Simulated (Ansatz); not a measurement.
**What DFT gives for BaY2**

```
CELL_PARAMETERS angstrom
5.62489 0.00000 0.00000
-2.81244 4.87130 0.00000
0.00000 0.00000 7.11229
ATOMIC_POSITIONS crystal
Y 0.33330 0.66670 0.75000
Y 0.66660 0.33330 0.25000
Ba 0.33330 0.66670 0.25000
Ba 0.66660 0.33330 0.75000
Y 0.00000 0.00000 0.00000
Y 0.00000 0.00000 0.50000
```

Single point in Ansatz 0.2.0 with PBE, no spin polarisation. Cutoff 420 eV, PAW datasets, 7×7×5 Γ-centred k mesh, fermi-dirac filling (width 0.1 eV).

Stress: The pressure is 5.6 GPa (compression positive), so with the atoms held at these fractions the cell would first expand. The principal stresses 4.3, 6.3, 6.3 GPa differ, so its shape would change too.
Formation energy: 0.41 eV an atom against the elements' usual phases (free molecules for gases, crystals otherwise, with no correction for O₂ or N₂), so at this geometry it isn't bound against them. Relaxing would lower it.
Charges: Bader charges in e: Ba -0.02, Y -0.30 to +0.31. In the mean Y gives up most and Ba takes most.
Electronic structure: It is a metal, with about 8.9 states/eV a cell as the mean within 0.25 eV of the Fermi level, mostly Y d (74 %).
Contacts: Y–Ba at 3.25 Å: least valence density 0.12 e/Å³ and ELF 0.07 there. Y–Y at 3.56 Å: least valence density 0.10 e/Å³ and ELF 0.19 there. Both are smooth PAW fields, read partly inside the augmentation spheres.

Origin: a known structure type with other elements, at an estimated volume, so it need not be a known compound. Caveats: many states at the Fermi level without spin polarisation, so a magnetic state may lie lower.
